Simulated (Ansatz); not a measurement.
Relaxed-ion elastic tensor of AlN (zinc blende, F-43m) in GPa (Voigt order), LDA (plane waves, PAW; program Ansatz); density 3.33 g/cm³, 10.23 Å³ per atom.

```
299  165  165  0.0  0.0  0.0
165  299  165  0.0  0.0  0.0
165  165  299  0.0  0.0  0.0
0.0  0.0  0.0  187  0.0  0.0
0.0  0.0  0.0  0.0  187  0.0
0.0  0.0  0.0  0.0  0.0  187
```

Problem. Is the crystal mechanically stable?

Solution. Yes: the smallest eigenvalue of C is 134 GPa.

Problem. Work out the Voigt, Reuss and Hill averages.

Solution. K_V = 210, K_R = 210, K_H = 210; G_V = 139, G_R = 109, G_H = 124 GPa.

Problem. Give Young's modulus, Poisson's ratio, Pugh's ratio and the universal anisotropy index.

Solution. E = 9KG/(3K + G) = 311 GPa; ν = 0.25; K/G = 1.69 (near the Pugh limit of 1.75, no verdict); A_U = 5G_V/G_R + K_V/K_R − 6 = 1.38.

Problem. Estimate the sound speeds and the Debye temperature.

Solution. v_l = √((K + 4G/3)/ρ) = 10600 m/s, v_t = √(G/ρ) = 6110 m/s, mean 6780 m/s; Θ = (h/k)(3n/4πV)^(1/3) v_m = 930 K.

Problem. Give the Zener ratio and Young's modulus along [100], [110] and [111].

Solution. A = 2C44/(C11 − C12) = 2.79; 1/E = S11 − 2(S11 − S12 − S44/2)Γ with Γ = 0, 1/4, 1/3 gives 182, 322, 433 GPa.

The LDA relaxation kept the symmetry of its start; phonons on a q-mesh show no instability.

Potentials: the later of the program's two PAW sets.
